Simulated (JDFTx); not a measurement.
An input for a modified build of JDFTx (PbSe(110), vacuum; bohr, hartree) and the course of its log:

```
lattice \
  8.2601565977 0.0000000000 0.0000000000 \
  0.0000000000 11.6816254983 0.0000000000 \
  0.0000000000 0.0000000000 42.7078104165
coords-type Lattice
ion Pb 0.5000000000 0.5000000000 -0.1450581850 1
ion Pb 0.0000000000 0.0000000000 -0.0483527280 1
ion Pb 0.5000000000 0.5000000000 0.0483527280 1
ion Pb 0.0000000000 0.0000000000 0.1450581850 1
ion Se 0.5000000000 0.0000000000 -0.1450581850 1
ion Se 0.0000000000 0.5000000000 -0.0483527280 1
ion Se 0.5000000000 0.0000000000 0.0483527280 1
ion Se 0.0000000000 0.5000000000 0.1450581850 1
ion-species pseudo/pb_pbe_v1.upf
ion-species pseudo/se_pbe_v1.upf
elec-cutoff 20 100
elec-ex-corr gga-PBE
coulomb-interaction Slab 001
coulomb-truncation-embed 0 0 0
kpoint-folding 4 4 1
elec-smearing Fermi 0.003
lcao-params 10
elec-n-bands 48
converge-empty-states yes
electronic-scf nIterations 100 energyDiffThreshold 1e-07
ionic-minimize nIterations 10 energyDiffThreshold 1e-5 knormThreshold 4e-4
dump-name vac.$VAR
dump End State Ecomponents EigStats BandEigs Forces ElecDensity IonicPositions Fillings Kpoints Dtot
```

```
[the ionic steps are shown, and the last electronic cycles]
IonicMinimize: Iter:   0  F: -282.319102973577571  |grad|_K:  9.994e-03
IonicMinimize: 	Wolfe criterion not satisfied: alpha: 1  (E-E0)/|gdotd0|: -0.985342  gdotd/gdotd0: 0.955193 (taking cubic step)
IonicMinimize: Iter:   1  F: -282.325930510963190  |grad|_K:  8.558e-03  alpha:  3.000e+00  linmin: -9.994e-01
IonicMinimize: Iter:   2  F: -282.334141125443693  |grad|_K:  6.596e-03  alpha:  2.302e-01  linmin: -9.854e-01
IonicMinimize: Iter:   3  F: -282.339708745571272  |grad|_K:  4.523e-03  alpha:  2.726e-01  linmin: -9.715e-01
IonicMinimize: Iter:   4  F: -282.342962529237354  |grad|_K:  2.033e-03  alpha:  4.400e-01  linmin: -9.799e-01
IonicMinimize: Iter:   5  F: -282.343907640829002  |grad|_K:  8.069e-04  alpha:  9.895e-01  linmin:  3.708e-01
IonicMinimize: Iter:   6  F: -282.343947983927819  |grad|_K:  5.406e-04  alpha:  1.000e+00  linmin: -2.838e-02
SCF: Cycle: 21   F: -282.344025181869085   dF: -9.352e-08   |Residual|: 1.857e-04   |deigs|: 3.409e-06
	FillingsUpdate:  mu: -0.151191190  nElectrons: 80.000000
SCF: Cycle: 22   F: -282.344025261259958   dF: -7.939e-08   |Residual|: 2.085e-04   |deigs|: 7.310e-06
SCF: Converged (|Delta E|<1.000000e-07 for 2 iters).
IonicMinimize: Iter:   7  F: -282.344025261259958  |grad|_K:  3.273e-04  alpha:  1.000e+00  linmin: -4.059e-01
IonicMinimize: Converged (|grad|_K<4.000000e-04).
```

This run gave no converged result. The electrons converged at the last geometry, but the relaxation ended without meeting its force or energy threshold; the structure isn't a minimum.
